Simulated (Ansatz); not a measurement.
VBiO4:
```yaml
crystal:
  lattice:
    - [-2.55358, 2.55358, 5.78804]
    - [2.55358, -2.55358, 5.78804]
    - [2.55358, 2.55358, -5.78804]
  atoms:
    - { symbol: V, position: [0.75000, 0.25000, 0.50000] }
    - { symbol: V, position: [0.00000, 0.00000, 0.00000] }
    - { symbol: Bi, position: [0.25000, 0.75000, 0.50000] }
    - { symbol: Bi, position: [0.50000, 0.50000, 0.00000] }
    - { symbol: O, position: [0.67131, 0.06050, 0.89015] }
    - { symbol: O, position: [0.07869, 0.18950, 0.60985] }
    - { symbol: O, position: [0.17035, 0.78116, 0.10985] }
    - { symbol: O, position: [0.57965, 0.46884, 0.39015] }
    - { symbol: O, position: [0.21884, 0.32869, 0.38919] }
    - { symbol: O, position: [0.53116, 0.92131, 0.11081] }
    - { symbol: O, position: [0.93950, 0.82965, 0.61081] }
    - { symbol: O, position: [0.81050, 0.42035, 0.88919] }
```

Relaxed with PBEsol. Independent-particle spectrum: no excitons, no local fields, no scissors shift; 0.1 eV broadening; ε₁ of the summed bands alone.

Q: Tabulate the dielectric function from plane-wave PAW PBEsol (Ansatz code).

A: 

```csv
E (eV),ε₁ xx,ε₂ xx,ε₁ zz,ε₂ zz
0.0,8.08,0.00,6.88,0.00
0.3,8.11,0.00,6.90,0.00
0.6,8.23,0.00,6.97,0.00
0.9,8.45,0.00,7.08,0.00
1.2,8.79,0.00,7.26,0.00
1.5,9.36,0.00,7.51,0.00
1.8,10.40,0.00,7.87,0.00
2.1,13.88,0.68,8.41,0.00
2.4,9.94,8.35,9.32,0.07
2.7,7.91,4.17,11.18,0.65
3.0,9.48,4.11,14.14,4.28
3.3,9.09,5.60,8.10,7.34
3.6,8.63,6.84,8.34,6.51
3.9,8.64,7.35,6.53,7.10
4.2,6.04,6.97,5.33,5.73
4.5,7.68,7.69,5.94,5.42
4.8,6.33,8.68,6.14,5.24
5.1,5.21,9.04,6.75,5.29
5.4,4.54,9.54,7.25,6.99
5.7,3.42,9.49,6.66,9.09
6.0,2.27,10.03,4.68,9.60
6.3,1.42,10.19,1.22,10.14
6.6,-0.93,9.89,2.03,6.89
6.9,-2.06,8.11,4.34,8.33
7.2,-2.75,7.10,-0.87,11.22
7.5,-2.93,5.78,-2.70,8.84
7.8,-3.34,4.75,-3.35,6.61
8.1,-3.31,3.77,-3.70,5.29
8.4,-2.65,2.41,-2.87,3.56
8.7,-1.89,2.07,-2.36,3.28
9.0,-1.40,1.91,-1.74,2.83
9.3,-1.07,1.94,-1.72,3.09
9.6,-1.12,1.72,-2.35,2.29
9.9,-0.90,1.32,-1.59,1.40
10.2,-0.45,1.17,-1.17,1.34
10.5,-0.21,1.19,-0.85,1.00
10.8,-0.07,1.18,-0.34,0.84
11.1,0.20,0.96,0.20,0.94
11.4,0.64,1.10,0.24,1.51
11.7,0.69,1.46,0.04,1.40
12.0,0.44,1.38,0.08,1.37
```

Q: From ε at 3.6 eV (xx: 8.63 + 6.84i), find n, k, the normal reflectivity and the absorption coefficient.

A: n = 3.14, k = 1.091, R = 31 %, α = 2kE/ħc = 400000 cm⁻¹.

With all bands, ε∞ without local fields is 8.31 (xx = yy), 7.12 (zz). DFPT, with local fields, gives 7.60 (xx = yy), 6.42 (zz).

Space group I4_1/a. Symmetry was held in the PBEsol relaxation. No spin polarisation was allowed. No Hubbard U is applied. Scalar-relativistic: spin–orbit coupling is off unless named, which matters more the heavier the elements.

Potentials: the later of the program's two PAW sets.
